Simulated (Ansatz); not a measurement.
A crystal relaxed with r2SCAN in Ansatz 0.2.0 has space group Cm (No. 8) and a = 10.676 Å, b = 2.730 Å, c = 5.823 Å, β = 107.6°.

```csv
atom,site,x,y,z
B,2a,0.9445,0.0000,0.1310
B,2a,0.7370,0.5000,0.0072
Xx,2a,0.8024,0.0000,0.0843
Xx,2a,0.6082,0.5000,0.8430
B,2a,0.5261,0.0000,0.8473
La,2a,0.7285,0.0000,0.5377
Xx,2a,0.8939,0.5000,0.6701
Xx,2a,0.5093,0.0000,0.1294
```

With r2SCAN the valence top lies at Γ and the conduction bottom at M₂, 0.54 eV higher; the smallest vertical gap, at M₂, is 0.66 eV. HSE06 gives an indirect gap of 1.14 eV, from Γ to M₂; the least direct gap is 1.26 eV at M₂. With PBE the valence top lies at Γ and the conduction bottom at M₂, 0.28 eV higher; the smallest vertical gap, at M₂, is 0.40 eV. The lowest empty level at D lies only 39 meV higher, so the place of the conduction bottom isn't settled. Meshes: r2SCAN 10×10×6, HSE06 6×6×4, PBE 10×10×6.

Q: Which element is Xx?
A. As
B. Sb
C. N
D. P

A: C. Xx is N: LaB3N4, ordered on the wurtzite lattice (Cm) with 8 atoms a cell (no longer in that coordination). Around B lie 3 N at 1.46–1.53 Å; around B lie 3 N at 1.42–1.54 Å; around N lie 3 B at 1.46–1.54 Å; around N lie 3 B at 1.42–1.63 Å; around B lie 4 N at 1.48–1.71 Å; around La lie 2 N at 2.18 Å; around N lie 1 B at 1.48 Å and 2 La at 2.18 Å; around N lie 3 B at 1.53–1.71 Å.

These are computed values for a spin-unpolarised cell that may be hypothetical; none is a measurement.

The runs are scalar-relativistic, without spin-orbit coupling.

The meshes of the hybrids are coarse, so their gaps aren't converged to the digits shown.
